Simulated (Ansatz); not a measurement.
Input for Ansatz (plane-wave DFT, PAW):

```yaml
crystal:
  lattice:
    - [4.861079257, 0.0, 0.0]
    - [0.0, 4.861079257, 0.0]
    - [0.0, 0.0, 4.861079257]
  atoms:
    - { symbol: "Y", position: [0.0, 0.0, 0.0] }
    - { symbol: Pb, position: [0.0, 0.5, 0.5] }
    - { symbol: Pb, position: [0.5, 0.0, 0.5] }
    - { symbol: Pb, position: [0.5, 0.5, 0.0] }
basis:
  ecutwfc: 500
kpoints:
  mp_grid: { grid: [10, 10, 10] }
  band_path:
    path:
      - [[0.0, 0.0, 0.0], [0.0, 0.5, 0.0], [0.5, 0.5, 0.0], [0.0, 0.0, 0.0], [0.5, 0.5, 0.5], [0.0, 0.5, 0.0]]
      - [[0.5, 0.5, 0.5], [0.5, 0.5, 0.0]]
    npoints: 14
hamiltonian:
  xc: r2scan
scf:
  occupations: { method: gaussian, width: 0.1 }
  n_extra_bands: 10
output:
  forces: true
  stress: true
  eigenvalues: true
  populations: true
  dos: { projected: true, de: 0.02, nscf_kmesh: { grid: [15, 15, 15] } }
  bader: true
  write_density: true
  write_potential: true
  elf: true
  volumetric_format: npy
```

Launched with
```bash
ansatz run input.yaml --threads 1 --pin off --max-ram 2560MiB --backend cpu --events-out ev --progress --plain --runs-dir out
```

Theory: DFT r2SCAN, scalar-relativistic, plane waves, PAW (Ansatz).

Abridged output:

```
scf.n_extra_bands = 10 over 27 filled bands (N_el = 53.0): the run solves 37 bands
Pseudopotentials: kind: paw
Pseudopotential: Y, paw, valence charge 11, recommended cutoff 500 eV (meta_gga)
Pseudopotential: Pb, paw, valence charge 14, recommended cutoff 500 eV (meta_gga)
Functional definition: r2SCAN
Crystal: 4 atoms, lattice volume = 114.868 Å³
Basis set: ecut = 500 eV, 2945 PW (Γ), exchange–correlation on 144×144×144 points (64 copies of the dense FFT grid, shifted against one another)
Bands: 37, of which v1, the nominal top of the filled ones, is band 27 counted from 1 (26 counted from 0)
Symmetry: 48 space group operations
Space group: Pm-3m (ITA 221), of the structure as read, at distance tolerance 4.9e-5 Å
k-points: 56 of 1000
Initial density: superposition of atomic densities (neutral atoms: chi_scale 0, normalization atom), corrected by the library's trained network
Initial wavefunctions: pseudopotential atomic-orbital guess
Functional: x = r2scan, c = r2scan; τ floored in thin density (d = 2e-4 eV/Å³)
SCF iter   1: F=—  HF=-39623.778694 eV  |F-HF|=—  |Δ(HF+E_count)|=         —  Δρ=8.04e-3  dr2=1.49e-1  dr2_τ=1.35e-2  ethr=1.77e-3  ⟨swp⟩=8.8  Hψ=10657  notcnv=0  defer=15
SCF iter   2: F=—  HF=-39623.788791 eV  |F-HF|=—  |Δ(HF+E_count)|=   1.01e-2  Δρ=2.86e-3  dr2=1.36e-2  dr2_τ=1.69e-3  ethr=2.81e-4  ⟨swp⟩=2.7  Hψ=3881  notcnv=0  defer=194
SCF iter   3: F=—  HF=-39623.789466 eV  |F-HF|=—  |Δ(HF+E_count)|=   6.75e-4  Δρ=1.04e-3  dr2=1.27e-3  dr2_τ=5.52e-5  ethr=2.56e-5  ⟨swp⟩=2.8  Hψ=3356  notcnv=0  defer=194
SCF iter   4: F=—  HF=-39623.790229 eV  |F-HF|=—  |Δ(HF+E_count)|=   7.63e-4  Δρ=2.88e-4  dr2=1.71e-4  dr2_τ=4.85e-6  ethr=2.39e-6  ⟨swp⟩=2.5  Hψ=2918  notcnv=0  defer=194
SCF iter   5: F=—  HF=-39623.790311 eV  |F-HF|=—  |Δ(HF+E_count)|=   8.20e-5  Δρ=8.04e-5  dr2=1.55e-5  dr2_τ=1.62e-6  ethr=3.23e-7  ⟨swp⟩=2.0  Hψ=2680  notcnv=0  defer=194
SCF iter   6: F=—  HF=-39623.790321 eV  |F-HF|=—  |Δ(HF+E_count)|=   1.05e-5  Δρ=4.55e-5  dr2=5.38e-6  dr2_τ=8.55e-8  ethr=2.92e-8  ⟨swp⟩=2.0  Hψ=2379  notcnv=0  defer=194
SCF iter   7: F=—  HF=-39623.790322 eV  |F-HF|=—  |Δ(HF+E_count)|=   1.05e-6  Δρ=1.02e-5  dr2=1.05e-7  dr2_τ=4.99e-9  ethr=1.02e-8  ⟨swp⟩=2.1  Hψ=2530  notcnv=0  defer=194
SCF iter   8: F=-39623.790322 eV  HF=-39623.790322 eV  |F-HF|=7.41e-9  |Δ(HF+E_count)|=   1.35e-7  Δρ=2.90e-6  dr2=9.73e-9  dr2_τ=8.85e-11  ethr=1.89e-10  ⟨swp⟩=15.3  Hψ=14619  notcnv=0
SCF 1 converged in 8 iterations: F = -39623.790322 eV  dr2 = 9.73e-9
SCF converged after 8 iterations
Free energy (F): -39623.790322 eV
Harris-Foulkes:  -39623.790322 eV  (|F-HF|=7.41e-9)
Internal energy: -39623.782387 eV  (E = F + TS)
E sigma→0 (E₀):  -39623.786355 eV
Entropy (-TS):   -0.007935 eV (-1.984 meV/atom)
Fermi energy:    11.795253 eV
--- Per-component energies (eV) ---
  E_band       = -216.101226
  E_kinetic    = 1174.128016
  E_local      = -3551.042606  (includes V_loc(G=0)·N_el)
  E_nonlocal   = 1100.615012
  E_hartree    = 1381.470882
  E_xc         = -791.714231
  E_vxc        = -657.381119  (∫ρ·V_xc dr)
  E_paw        = -34148.661657  (= ΣΔE_a)
  E_vpaw       = -1089.940368  (= ΣTr[D̂ρ^β])
  E_aug_tail   = 0.000061  (compensation charges beyond the density's cutoff)
  E_vtau       = 44.577055  (kinetic-family band-sum trace: ∫τ·v_τ [+ j·A + Jᵃ·Aᵃ] dr)
  E_ewald      = -4791.320419
  E_core_change = 2.742554  (= ΣΔE_core)
  E_smearing   = -0.007935  (= −TS)
--- Forces (eV/Å), atoms counted from 1 ---
  atom   1  Y      0.00000000     0.00000000     0.00000000
  atom   2  Pb     0.00000000     0.00000000     0.00000000
  atom   3  Pb     0.00000000     0.00000000     0.00000000
  atom   4  Pb     0.00000000     0.00000000     0.00000000
--- Stress (GPa, compression-positive) ---
       -0.023872       0.000000       0.000000
        0.000000      -0.023872       0.000000
        0.000000       0.000000      -0.023872
  P = ⅓ Tr σ = -0.0239 GPa (-0.239 kbar)
--- Band table (eV; the first three rows and the last of 56) ---
  k-point 0: bands = ["-33.5733", "-12.8821", "-12.8821", "-12.8821", "-6.0834", "-6.0834", "-6.0834", "-6.0720", "-5.8921", "-5.8921", "-5.7801", "-5.7801", "-5.7801", "-5.7355", "-5.7355", "-5.5649", "-5.5615", "-5.5615", "-5.5615", "-0.2575", "4.7106", "4.7106", "8.7568", "8.7568", "8.7568", "13.2603", "13.2603", "13.2603", "13.3600", "13.3600", "13.6872", "13.7059", "13.7059", "13.7059", "16.4374", "16.4374", "16.4374"]
  k-point 1: bands = ["-33.5732", "-12.8842", "-12.8823", "-12.8823", "-6.0813", "-6.0720", "-6.0720", "-6.0640", "-5.8901", "-5.8845", "-5.7822", "-5.7792", "-5.7792", "-5.7416", "-5.7353", "-5.5749", "-5.5749", "-5.5712", "-5.5615", "-0.1887", "4.4495", "4.7367", "8.7984", "8.7984", "8.9769", "12.4322", "12.7777", "12.7777", "13.2636", "13.3998", "13.9165", "14.2840", "14.2840", "14.7013", "16.0297", "16.2539", "16.2539"]
  k-point 2: bands = ["-33.5731", "-12.8896", "-12.8829", "-12.8829", "-6.0757", "-6.0412", "-6.0388", "-6.0388", "-5.8848", "-5.8627", "-5.7878", "-5.7771", "-5.7771", "-5.7595", "-5.7349", "-5.6133", "-5.6133", "-5.5891", "-5.5614", "0.0151", "3.8268", "4.8081", "8.9110", "8.9110", "9.4915", "11.4934", "12.2599", "12.2599", "13.2724", "13.4773", "14.6011", "14.9377", "14.9377", "15.1799", "15.8073", "15.9929", "15.9929"]
  k-point 55: bands = ["-33.5723", "-12.8935", "-12.8935", "-12.8935", "-5.9771", "-5.9771", "-5.9771", "-5.9525", "-5.9155", "-5.9155", "-5.9155", "-5.7795", "-5.7795", "-5.7795", "-5.7329", "-5.7329", "-5.5800", "-5.5800", "-5.5800", "3.0098", "3.0098", "3.0098", "7.0869", "8.0870", "8.0870", "8.0870", "12.9022", "14.1026", "14.1026", "14.4941", "14.4941", "14.4941", "17.7276", "17.7276", "17.7276", "17.9342", "17.9342"]
--- Löwdin populations: 4 sites ---
  site symbol q [e]
     0      Y     10.4578
     1     Pb     14.1318
     2     Pb     14.1318
     3     Pb     14.1318
  spilling = 0.002771 (of n_electrons = 53.000000)
--- Bader charges: 4 sites ---
  site symbol charge [e]  shift [e]
     0      Y      1.5572     0.0000
     1     Pb     -0.5191     0.0000
     2     Pb     -0.5191     0.0000
     3     Pb     -0.5191     0.0000
  estimated error of the sums over rays = 2.0e-4 e
```

The run converged.

The run took 110 s on 1 thread of Arm Neoverse V1 (shared host), peak memory 0.75 GiB.

Spin-orbit coupling is left out, which matters for the bands of heavy elements.